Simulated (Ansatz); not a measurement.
## Li interstitial in Ca3Eu, calculated

All numbers are calculated (PBEsol, collinear spin, no spin-orbit coupling; Ansatz, PAW set soft_2, 420 eV, k-mesh 2×2×2 shifted by half a step), not measured.

The relaxed host crystal (no gap at this level of theory):

```
Ca Eu
1.0
     7.67957    0.00000    0.00000
    -3.83978    6.65070    0.00000
     0.00000    0.00000    6.36217
Ca Eu
6 2
Direct
  0.33427 0.16714 0.75000
  0.83286 0.16714 0.75000
  0.83286 0.66573 0.75000
  0.66573 0.83286 0.25000
  0.16714 0.83286 0.25000
  0.16714 0.33427 0.25000
  0.66667 0.33333 0.25000
  0.33333 0.66667 0.75000
```

Supercell of 24 atoms, rows of the matrix [[-1,-1,1],[1,0,1],[0,1,1]] times the cell vectors; Li interstitial at (0.000, 0.000, 0.000) in fractions of the cell above. Atoms are relaxed at the host's cell, from a start shaken by 0.05 Å near the defect.

How does the lattice relax around the defect?

Distances from the added Li (Å), by shell of the perfect crystal:

| shell | perfect crystal | relaxed, charge 0 |
| --- | --- | --- |
| 6 Ca | 2.73 | 2.98 |
| 6 Eu | 4.71 | 4.55 |

```tsv
charge	moment of the cell (μB)	moment on Li (μB)	gap of the cell on the mesh (eV)
0	49.05	0.03	0.00
```

Formation energy of the neutral defect: 0.74 eV, taking atoms from and to the elements' standard states (no corrections for gases), so it belongs to those chemical potentials alone.

Caveats: 4f shell without a U, which puts 4f levels too near the Fermi level; open f or d shells may hold a state above the lowest; small supercell, so energies and levels can be off by tenths of an eV; one random start near the defect, so other minima are possible.
